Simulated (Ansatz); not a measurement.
Clean, relaxed (100) surface of Ta, space group Im-3m (No. 229) (top face towards +c; atoms held fixed, by place in the list: 1, 2):

```yaml
crystal:
  lattice:
    - [3.28052, 0.00000, 0.00000]
    - [0.00000, 3.28052, 0.00000]
    - [0.00000, 0.00000, 23.56104]
  atoms:
    - { symbol: Ta, position: [0.50000, 0.50000, 0.36077] }
    - { symbol: Ta, position: [0.00000, 0.00000, 0.43038] }
    - { symbol: Ta, position: [0.50000, 0.50000, 0.50029] }
    - { symbol: Ta, position: [0.00000, 0.00000, 0.57102] }
    - { symbol: Ta, position: [0.50000, 0.50000, 0.63087] }
```

Theory: DFT PBEsol, scalar-relativistic, plane waves, PAW (Ansatz). Cutoff 420 eV; k points 9×9×1 on the computed 5-atom cell (Γ-centred); Gaussian smearing, width 0.10 eV; no spin polarisation. A dipole correction removes the field between periodic images along c.

Zn (atom) is put at the bridge (Ta-Ta) at (0.00, 0.50) site, one adsorbate per 10.8 Å², and relaxed. The adsorption energy is E(slab + adsorbate) − E(slab) − E(free adsorbate, spin-polarised where open-shell). Heights count from the highest slab atom after relaxation. Bonded neighbours lie within 1.25 times the sum of covalent radii (1.35 for H) and, on that scale, within 12 % of the closest. With the adsorbate the cell is lengthened along c to keep the vacuum.

**Question.** How strongly does it bind, and where does its anchoring atom end?

**Answer.** -1.39 eV; at (0.00, 0.50), 2 bonded neighbours (Ta).

**Question.** How high does its anchoring atom sit over the highest slab atom, and what is the shortest contact with the surface?

**Answer.** 2.20 Å; Zn–Ta 2.75 Å.

**Question.** The clean face has a work function of 3.83 eV. How does the adsorbate change it?

**Answer.** By -0.06 eV.

Each end is the local minimum or symmetric point that its start leads to. The slab is only 6.6 Å thick, so the energies aren't converged with thickness.